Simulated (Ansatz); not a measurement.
# ZrCu: computed property card

ZrCu:
```cif
data_CuZr
_chemical_formula_sum 'Zr1 Cu1'
_space_group_name_H-M_alt 'P 1'
_space_group_IT_number 1
_cell_length_a 3.22423
_cell_length_b 3.22423
_cell_length_c 3.22423
_cell_angle_alpha 90.000
_cell_angle_beta 90.000
_cell_angle_gamma 90.000
loop_
_space_group_symop_operation_xyz
  'x, y, z'
loop_
_atom_site_label
_atom_site_type_symbol
_atom_site_fract_x
_atom_site_fract_y
_atom_site_fract_z
_atom_site_occupancy
Zr1 Zr 0.50000 0.50000 0.50000 1
Cu1 Cu 0.00000 0.00000 0.00000 1
```

Space group Pm-3m (No. 221), CsCl type; conventional cell a = b = c = 3.2242 Å, α = β = γ = 90.00°.

Method: DFT-PBEsol in the program Ansatz with PAW potentials. The cell and atoms are relaxed at this level. Other levels are named where they apply.

**Cell and energy**

- Volume per atom = 16.76 Å³
- Density = 7.67 g/cm³
- Formation energy from the elements (no fitted shifts) = -10 kJ/mol-atom

**Electronic structure**

- Electronic character: metallic (no gap)
- Density of states at the Fermi level: 1.5 states/eV per atom (mean over ±0.08 eV)
- Gap with spin–orbit coupling: none (metallic)

**Mechanics**

* **Bulk modulus (Birch–Murnaghan fit)**: 131 GPa
* **Pressure derivative B′**: 4.2
* **Elastic constants (relaxed ions, GPa)**: C11 = 151, C12 = 122, C44 = 45.7
* **Mechanical stability**: stable (all eigenvalues of C positive)
* **Hill bulk and shear moduli**: 131 and 28.8 GPa
* **Young's modulus**: 80.6 GPa
* **Poisson's ratio**: 0.40
* **Debye temperature from the elastic constants**: 255 K

**Phonons**

Highest zone-centre frequency: 161 cm⁻¹
Zone-centre stability: no imaginary mode at Γ

The workflow started from a Materials Project entry (that database holds measured and hypothetical structures alike); the Crystallography Open Database copy checked does not list it. Whether it is the stable phase at ambient conditions was not checked. Symmetry was held in the PBEsol relaxation. No spin polarisation was allowed. As this level gives no gap, shear constants depend on the k-mesh and smearing (Fermi–Dirac, 0.1 eV here). As this level gives no gap, phonon frequencies hold no LO–TO term and depend on the k-mesh and smearing (Fermi–Dirac, 0.1 eV here). The references are the lowest solids computed at this level, not always the standard phases. Scalar-relativistic: spin–orbit coupling is off unless named, which matters more the heavier the elements.

Potentials: the later of the program's two PAW sets.
